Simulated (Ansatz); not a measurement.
Start of a relaxation, 1 BCl3 a cell, inverted, over a top Hf site (HfO2, Fm-3m (No. 225), (1 1 1) face):

```xyz
40
Lattice="7.1741 0.0000 0.0000 -3.5871 6.2130 0.0000 0.0000 0.0000 27.9471" Properties=species:S:1:pos:R:3 pbc="T T T"
O     1.7935    3.1065    8.0000
O     3.5871    0.0000    8.0000
O    -1.7935    3.1065    8.0000
O     0.0000    0.0000    8.0000
Hf    1.7935    1.0355    8.7322
Hf    0.0000    4.1420    8.7322
Hf    5.3806    1.0355    8.7322
Hf    3.5871    4.1420    8.7322
O     3.5871    2.0710    9.4644
O     1.7935    5.1775    9.4644
O     0.0000    2.0710    9.4644
O    -1.7935    5.1775    9.4644
O     3.5871    4.1420   10.9288
O     5.3806    1.0355   10.9288
O     0.0000    4.1420   10.9288
O     1.7935    1.0355   10.9288
Hf    3.5871    2.0710   11.6540
Hf    1.7935    5.1775   11.6540
Hf    0.0000    2.0710   11.6540
Hf   -1.7935    5.1775   11.6540
O    -1.7935    3.1065   12.3979
O     0.0000    0.0000   12.3979
O     1.7935    3.1065   12.3979
O     3.5871    0.0000   12.3979
O    -1.7935    5.1775   13.8109
O     0.0000    2.0710   13.8109
O     1.7935    5.1775   13.8109
O     3.5871    2.0710   13.8109
Hf   -1.7935    3.1065   14.5468
Hf    0.0000    0.0000   14.5468
Hf    1.7935    3.1065   14.5468
Hf    3.5871    0.0000   14.5468
O     0.0000    4.1420   15.3430
O     1.7935    1.0355   15.3430
O     3.5871    4.1420   15.3430
O     5.3806    1.0355   15.3430
B    -1.7935    3.1065   19.5730
Cl   -1.7935    3.1065   17.8230
Cl   -0.2797    3.1782   20.4480
Cl   -3.3073    3.0348   20.4480
```

Computed with Ansatz 0.2.0, DFT PBE+D3(BJ), scalar-relativistic, plane waves, PAW. Plane waves to 420 eV, a k mesh through Γ of 3×3×1 on the computed 40-atom cell and Gaussian smearing (0.05 eV); no spin polarisation. A dipole correction removes the field between periodic images along c.

Atoms 1, 2, 3, 4, 5, 6, 7, 8, 9, 10, 11, 12, 13, 14, 15, 16 (counted from 1) are held. The cell is fixed. Force threshold 0.04 eV/Å.

Problem. Where does it end?

Solution. The energy falls by 0.352 eV in 50 steps, to:

```
CELL_PARAMETERS angstrom
7.17414 0.00000 0.00000
-3.58707 6.21299 0.00000
0.00000 0.00000 27.94708
ATOMIC_POSITIONS crystal
O 0.50000 0.50000 0.28626
O 0.50000 0.00000 0.28626
O 0.00000 0.50000 0.28626
O 0.00000 0.00000 0.28626
Hf 0.33333 0.16667 0.31246
Hf 0.33333 0.66667 0.31246
Hf 0.83333 0.16667 0.31246
Hf 0.83333 0.66667 0.31246
O 0.66667 0.33333 0.33865
O 0.66667 0.83333 0.33865
O 0.16667 0.33333 0.33865
O 0.16667 0.83333 0.33865
O 0.83333 0.66667 0.39105
O 0.83333 0.16667 0.39105
O 0.33333 0.66667 0.39105
O 0.33333 0.16667 0.39105
Hf 0.66658 0.33334 0.41694
Hf 0.66663 0.83323 0.41695
Hf 0.16676 0.33338 0.41694
Hf 0.16664 0.83330 0.41718
O 0.00046 0.50102 0.44348
O 0.00061 0.99954 0.44347
O 0.49996 0.49996 0.44402
O 0.49891 0.99950 0.44345
O 0.16672 0.83337 0.49461
O 0.16344 0.33181 0.49401
O 0.66825 0.83664 0.49393
O 0.66814 0.33163 0.49400
Hf 0.99932 0.49857 0.52034
Hf 0.99932 0.00050 0.52035
Hf 0.49994 0.49992 0.52080
Hf 0.50119 0.00054 0.52032
O 0.33484 0.66539 0.54849
O 0.33470 0.16945 0.54844
O 0.83045 0.66529 0.54843
O 0.83319 0.16655 0.54961
B 0.16482 0.83383 0.65310
Cl 0.02334 0.55248 0.65297
Cl 0.44611 0.97363 0.65358
Cl 0.02494 0.97530 0.65308
```

The end is the local minimum or symmetric point that this start leads to. The slab is only 7.3 Å thick, so the energy isn't converged with thickness.

Spin–orbit coupling is left out, which can shift energies with elements as heavy as these.

The reference crystal is the fluorite-type form of HfO2, which isn't its usual structure.

Cost: 1 run of about 2.2 core-hours, on Intel Xeon 6975P-C (Granite Rapids) (shared hosts).